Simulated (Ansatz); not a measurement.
An Ansatz (a quantum-chemistry and plane-wave program) run. Input:

Ansatz 0.2 input:
```yaml
crystal:
  lattice:
    - [4.1087308517, 0.0, 0.0]
    - [-2.0543654259, 3.5582652949, 0.0]
    - [0.0, 0.0, 7.263571388]
  atoms:
    - { symbol: Cu, position: [0.6666666667, 0.3333333333, 0.5927146363] }
    - { symbol: Cu, position: [0.3333333333, 0.6666666667, 0.4072853637] }
    - { symbol: I, position: [0.3333333333, 0.6666666667, 0.7621455509] }
    - { symbol: I, position: [0.6666666667, 0.3333333333, 0.2378544491] }
kpoints:
  mp_grid: { grid: [6, 6, 3] }
  band_path:
    path:
      - [[0.0, 0.0, 0.0], [0.5, 0.0, 0.0], [0.3333333333, 0.3333333333, 0.0], [0.0, 0.0, 0.0], [0.0, 0.0, 0.5], [0.5, 0.0, 0.5], [0.3333333333, 0.3333333333, 0.5], [0.0, 0.0, 0.5]]  # Γ-M-K-Γ-A-L-H-A
      - [[0.5, 0.0, 0.5], [0.5, 0.0, 0.0]]  # L-M
      - [[0.3333333333, 0.3333333333, 0.5], [0.3333333333, 0.3333333333, 0.0]]  # H-K
      - [VBM, CBM]
    npoints: 8
hamiltonian:
  xc: r2scan
  dispersion: d4
  pseudopotentials: { kind: paw }
magnetization: { noncollinear: true, spin_orbit: true }
scf:
  n_extra_bands: 12
  convergence: { dr2_threshold: 0.0000000001 }
  occupations: { method: gaussian, width: 0.01 }
checkpoint: { write: soc.run }
output: { eigenvalues: true }
```

Output (shortened):

```
Pseudopotential: Cu, paw_fr, valence charge 19
Pseudopotential: I, paw_fr, valence charge 17
Functional definition: r2SCAN
non-collinear run that drives no moment, with spin-orbit …
Crystal: 4 atoms, lattice volume = 106.193 Å³
Basis set: ecut = 500 eV, 2709 PW (Γ), exchange–correlation on 120×120×216 points (64 copies of the dense FFT grid, shifted against one another)
Bands: 84, of which v1, the nominal top of the filled ones, is band 72 counted from 1 (71 counted from 0)
Symmetry: 12 space group operations + 12 with time reversal
k-points: 17 of 108
Projection manifold: j_resolved (fully-relativistic pseudo-atomic orbitals)
SCF iter   1: F=—  HF=-28296.682355 eV  |F-HF|=—  |Δ(HF+E_count)|=         —  Δρ=9.67e-2  dr2=1.88e1  dr2_τ=7.58e-3  dr2_m=0.00e0 (ungated)  ethr=3.10e-3  |M|=0.00e0 ∫|m|=0.00e0 μB  |m|>n=0.0e0 m-floor=0.0e0 τ_xc=0.0e0  β_m=0.30  ⟨swp⟩=9.4  Hψ=3745  notcnv=0  defer=12
preconditioner: auto → Resta (q_TF=auto, 2.557 Å⁻¹)
spin=Noncollinear: Resta preconditioning applied to the charge; magnetization (m_x, m_y, m_z) channels mix plain (no charge-response kernel on spin).
SCF iter   2: F=—  HF=-28293.464698 eV  |F-HF|=—  |Δ(HF+E_count)|=    3.22e0  Δρ=3.03e-2  dr2=4.86e0  dr2_τ=6.27e-3  dr2_m=0.00e0 (ungated)  ethr=3.10e-3  |M|=0.00e0 ∫|m|=0.00e0 μB  |m|>n=0.0e0 m-floor=0.0e0 τ_xc=0.0e0  β_m=0.37  ⟨swp⟩=3.2  Hψ=1453  notcnv=0  defer=102
SCF iter   3: F=—  HF=-28292.479321 eV  |F-HF|=—  |Δ(HF+E_count)|=   9.85e-1  Δρ=1.45e-2  dr2=9.65e-1  dr2_τ=1.96e-3  dr2_m=0.00e0 (ungated)  ethr=3.10e-3  |M|=0.00e0 ∫|m|=0.00e0 μB  |m|>n=0.0e0 m-floor=0.0e0 τ_xc=0.0e0  β_m=0.41  ⟨swp⟩=3.9  Hψ=1193  notcnv=0  defer=102
SCF iter   4: F=—  HF=-28292.394322 eV  |F-HF|=—  |Δ(HF+E_count)|=   8.50e-2  Δρ=1.18e-2  dr2=8.93e-2  dr2_τ=8.62e-5  dr2_m=0.00e0 (ungated)  ethr=1.34e-3  |M|=0.00e0 ∫|m|=0.00e0 μB  |m|>n=0.0e0 m-floor=0.0e0 τ_xc=0.0e0  β_m=0.71  ⟨swp⟩=3.4  Hψ=1022  notcnv=0  defer=102
SCF iter   5: F=—  HF=-28292.430925 eV  |F-HF|=—  |Δ(HF+E_count)|=   3.66e-2  Δρ=3.37e-3  dr2=7.77e-3  dr2_τ=3.84e-5  dr2_m=0.00e0 (ungated)  ethr=1.24e-4  |M|=0.00e0 ∫|m|=0.00e0 μB  |m|>n=0.0e0 m-floor=0.0e0 τ_xc=0.0e0  β_m=0.70  ⟨swp⟩=3.0  Hψ=1538  notcnv=0  defer=104
SCF iter   6: F=—  HF=-28292.431015 eV  |F-HF|=—  |Δ(HF+E_count)|=   8.99e-5  Δρ=1.55e-3  dr2=2.14e-3  dr2_τ=2.81e-6  dr2_m=0.00e0 (ungated)  ethr=1.08e-5  |M|=0.00e0 ∫|m|=0.00e0 μB  |m|>n=0.0e0 m-floor=0.0e0 τ_xc=0.0e0  β_m=0.85  ⟨swp⟩=2.4  Hψ=971  notcnv=0  defer=104
SCF iter   7: F=—  HF=-28292.431639 eV  |F-HF|=—  |Δ(HF+E_count)|=   6.23e-4  Δρ=3.25e-4  dr2=1.53e-4  dr2_τ=5.37e-7  dr2_m=0.00e0 (ungated)  ethr=2.97e-6  |M|=0.00e0 ∫|m|=0.00e0 μB  |m|>n=0.0e0 m-floor=0.0e0 τ_xc=0.0e0  β_m=0.89  ⟨swp⟩=2.3  Hψ=989  notcnv=0  defer=104
SCF iter   8: F=—  HF=-28292.431658 eV  |F-HF|=—  |Δ(HF+E_count)|=   1.95e-5  Δρ=7.95e-5  dr2=1.05e-5  dr2_τ=2.49e-8  dr2_m=0.00e0 (ungated)  ethr=2.12e-7  |M|=0.00e0 ∫|m|=0.00e0 μB  |m|>n=0.0e0 m-floor=0.0e0 τ_xc=0.0e0  β_m=0.94  ⟨swp⟩=2.0  Hψ=980  notcnv=0  defer=104
SCF iter  13: F=-28292.431770 eV  HF=-28292.431770 eV  |F-HF|=3.64e-12  |Δ(HF+E_count)|=  1.60e-10  Δρ=3.07e-7  dr2=7.11e-11  dr2_τ=2.16e-13  dr2_m=0.00e0 (ungated)  ethr=1.00e-12  |M|=0.00e0 ∫|m|=0.00e0 μB  |m|>n=0.0e0 m-floor=0.0e0 τ_xc=0.0e0  ⟨swp⟩=13.2  Hψ=3155  notcnv=0
SCF 1 converged in 13 iterations: F = -28292.431770 eV  dr2 = 7.11e-11
NSCF: frozen V_eff on 34 k-points
NSCF: frozen V_eff on 34 k-points
NSCF: frozen V_eff on 27 k-points
NSCF: frozen V_eff on 4 k-points
NSCF: frozen V_eff on 4 k-points
NSCF: frozen V_eff on 4 k-points
NSCF: frozen V_eff on 4 k-points
NSCF: frozen V_eff on 4 k-points
NSCF: frozen V_eff on 84 k-points
SCF converged after 13 iterations
Magnetization: |M| = 0.0000 μB,  M = (+0.0000, +0.0000, +0.0000) μB
Absolute magnetization: 0.0000 μB (∫|m|)
  site 0: m = (+0.0000, +0.0000, +0.0000) μB, |m| = 0.0000 μB  (R = 1.06 Å)
  site 1: m = (+0.0000, +0.0000, +0.0000) μB, |m| = 0.0000 μB  (R = 1.06 Å)
  site 2: m = (+0.0000, +0.0000, +0.0000) μB, |m| = 0.0000 μB  (R = 1.06 Å)
  site 3: m = (+0.0000, +0.0000, +0.0000) μB, |m| = 0.0000 μB  (R = 1.06 Å)
Free energy (F): -28292.431770 eV
Harris-Foulkes:  -28292.431770 eV  (|F-HF|=3.64e-12)
Internal energy: -28292.431770 eV  (E = F + TS)
E sigma→0 (E₀):  -28292.431770 eV
Fermi energy:    9.458004 eV
--- Per-component energies (eV) ---
  E_band       = -1778.402151
  E_kinetic    = 979.435719
  E_local      = -17102.030460  (includes V_loc(G=0)·N_el)
  E_nonlocal   = 638.911277
  E_hartree    = 8039.613167
  E_xc         = -405.594825
  E_vxc        = -522.119871  (∫ρ·V_xc dr)
  E_paw        = -13032.384530  (= ΣΔE_a)
  E_vpaw       = -1885.077222  (= ΣTr[D̂ρ^β])
  E_aug_tail   = 0.000253  (compensation charges beyond the density's cutoff)
  E_vtau       = 33.251059  (kinetic-family band-sum trace: ∫τ·v_τ [+ j·A + Jᵃ·Aᵃ] dr)
  E_ewald      = -7409.415241
  E_disp       = -0.536839  (pairwise vdW)
  E_core_change = -0.430292  (= ΣΔE_core)
  E_smearing   =  0.000000  (= −TS)
  E_closure    =  0.000000  (closes the sum)
  Σ components = -28292.431770   (vs F -28292.431770, Δ=0.00e0)
  [band-id]    e_kinetic+e_local+e_nonlocal+2·e_hartree+e_vxc+e_vpaw+e_augmentation_tail+e_vtau = -1778.402912   (vs E_band -1778.402151, Δ=-7.61e-4)
--- Band table (eV; the first three rows and the last of 17) ---
  k-point 0: bands = ["-106.9548", "-106.9548", "-106.9521", "-106.9521", "-64.5744", "-64.5744", "-64.5644", "-64.5644", "-62.0210", "-62.0210", "-62.0113", "-62.0113", "-61.9809", "-61.9809", "-61.9669", "-61.9669", "-39.0695", "-39.0695", "-39.0694", …
  k-point 1: bands = ["-106.9548", "-106.9548", "-106.9521", "-106.9521", "-64.5744", "-64.5744", "-64.5644", "-64.5644", "-62.0210", "-62.0210", "-62.0113", "-62.0113", "-61.9809", "-61.9809", "-61.9669", "-61.9669", "-39.0696", "-39.0696", "-39.0693", …
  k-point 2: bands = ["-106.9546", "-106.9546", "-106.9523", "-106.9523", "-64.5738", "-64.5738", "-64.5650", "-64.5650", "-62.0205", "-62.0205", "-62.0121", "-62.0121", "-61.9798", "-61.9798", "-61.9676", "-61.9676", "-39.0695", "-39.0695", "-39.0693", …
  k-point 16: bands = ["-106.9534", "-106.9534", "-106.9534", "-106.9534", "-64.5695", "-64.5695", "-64.5695", "-64.5695", "-62.0175", "-62.0175", "-62.0161", "-62.0161", "-61.9739", "-61.9739", "-61.9726", "-61.9726", "-39.0693", "-39.0693", "-39.0693", …
```

Cost: very roughly 6 core-minutes on shared cores.

Space group P-3m1. The workflow started from a Materials Project entry (that database holds measured and hypothetical structures alike); the Crystallography Open Database copy checked does not list it. It is not the phase usual at ambient conditions (space group No. 216). Symmetry was held in the r²SCAN+D4 relaxation; its stability against distortions is not shown here. The run is not spin-polarised.

Potentials: the later of the program's two PAW sets.

Ansatz is a plane-wave DFT program.
